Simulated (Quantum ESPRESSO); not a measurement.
## One change at a time to Al2Mg2PdTiW2

Calculated results; nothing here was measured. They come from Quantum ESPRESSO 7.5, a public plane-wave density functional program. Each row is one single-point run on a made-up periodic cell of eight metal atoms, with elements, volume, strain and displacements drawn at random and not relaxed, so a cell may be unstable or far from any real phase. There is no spin polarisation or spin-orbit coupling.

Settings: PBE unless stated; PseudoDojo standard norm-conserving files; Fermi-Dirac width 0.25 eV, which means electrons at about 2900 K; cutoff 1143 eV; 5 x 5 x 4 k mesh shifted half a step off Gamma. E is the free energy of the whole cell (internal energy minus TS), so a -TS column is already part of it. Stress is positive in tension, and the pressure P is minus a third of its trace.

Checks: one run of this series was repeated at a higher cutoff and on a denser mesh, which moved values by no more than 0.002 eV, 0.03 GPa and 0.006 eV/Å, and a second program with other atomic files agreed on it to 2 % rms in force and 0.5 GPa in pressure. Known limits: heavy elements are run without spin-orbit coupling, which real alloys of them have; a spin test at this wide smearing found no moment, but such smearing suppresses magnetism that the real alloy may have.

The lattice is hexagonal close-packed, and the cell vectors in Å are (4.385, -2.529, 0.014); (-2.908, 0.052, -4.573); (2.858, 4.945, -0.025), a volume of 132.17 Å³ in run 1. The elements on sites 1 to 8 are W Pd W Al Al Ti Mg Mg. Each later run makes one change to run 1 and keeps the rest. E is counted from run 1, and is n/a where other atomic files have another zero of energy.

| run | change | V (Å³) | P (GPa) | -TS (eV) | rms force (eV/Å) | largest change of a force component (eV/Å) | E (eV) |
|---|---|---|---|---|---|---|---|
| 1 | none | 132.17 | -0.88 | -1.230 | 0.589 | 0.000 | 0.000 |
| 2 | sites 3 and 8 exchanged | 132.17 | 0.04 | -1.202 | 0.506 | 2.066 | -0.199 |
| 3 | all lengths scaled by +0.60 % | 134.56 | -3.05 | -1.255 | 0.578 | 0.058 | 0.030 |
| 4 | PBEsol in place of PBE | 132.17 | -4.78 | -1.235 | 0.595 | 0.068 | n/a |
| 5 | In on site 1 | 132.17 | 6.64 | -1.196 | 0.540 | 1.119 | n/a |
| 6 | site 6 moved by +0.06 Å along x | 132.17 | -0.82 | -1.228 | 0.598 | 0.321 | ? |

## Worked estimate

Along the move dE = -F dx. The force on site 6 along x is -0.035 eV/Å in run 1 and -0.357 eV/Å in run 6, and the move is +0.06 Å, so the mean force times the move gives an estimate.

## Withheld value

Question: what E should run 6 give?

The estimate is 0.012 eV. The calculation gave 0.012 eV.
